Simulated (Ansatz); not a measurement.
Relaxed-ion elastic tensor of Pb₂SeS in space group R-3m (No. 166; Pb on 6c, Se on 3a, S on 3b) in GPa (Voigt order), DFT-PBEsol in the program Ansatz with PAW potentials; density 8.07 g/cm³, 27.03 Å³ per atom.

```
 96.8   29.5   44.2   21.5    0.0    0.0
 29.5   96.8   44.2  -21.5    0.0    0.0
 44.2   44.2   81.3    0.0    0.0    0.0
 21.5  -21.5    0.0   49.3    0.0    0.0
  0.0    0.0    0.0    0.0   49.3   21.5
  0.0    0.0    0.0    0.0   21.5   33.7
```

Task: Is the crystal mechanically stable?

Result: Yes: the smallest eigenvalue of C is 18.6 GPa.

Task: Work out the Voigt, Reuss and Hill averages.

Result: K_V = 56.7, K_R = 56.7, K_H = 56.7; G_V = 36.9, G_R = 26.0, G_H = 31.5 GPa.

Task: Give Young's modulus, Poisson's ratio, Pugh's ratio and the universal anisotropy index.

Result: E = 9KG/(3K + G) = 79.7 GPa; ν = 0.27; K/G = 1.80 (near the Pugh limit of 1.75, no verdict); A_U = 5G_V/G_R + K_V/K_R − 6 = 2.10.

Task: Estimate the sound speeds and the Debye temperature.

Result: v_l = √((K + 4G/3)/ρ) = 3500 m/s, v_t = √(G/ρ) = 1970 m/s, mean 2200 m/s; Θ = (h/k)(3n/4πV)^(1/3) v_m = 218 K.

Task: How much does each axis shrink under pressure?

Result: Linear compressibilities β_i = Σ_j S_ij (j = 1 to 3): x 5.8, y 5.8, z 6.0 per TPa.

The first step of the workflow began from a Materials Project structure, measured or hypothetical; the Crystallography Open Database copy checked does not list it. Its standing as an ambient phase is unchecked. The PBEsol relaxation kept the symmetry of its start; its stability against distortions is not shown here. Scalar-relativistic: spin–orbit coupling is off unless named, which matters more the heavier the elements.

Potentials: the later of the program's two PAW sets.
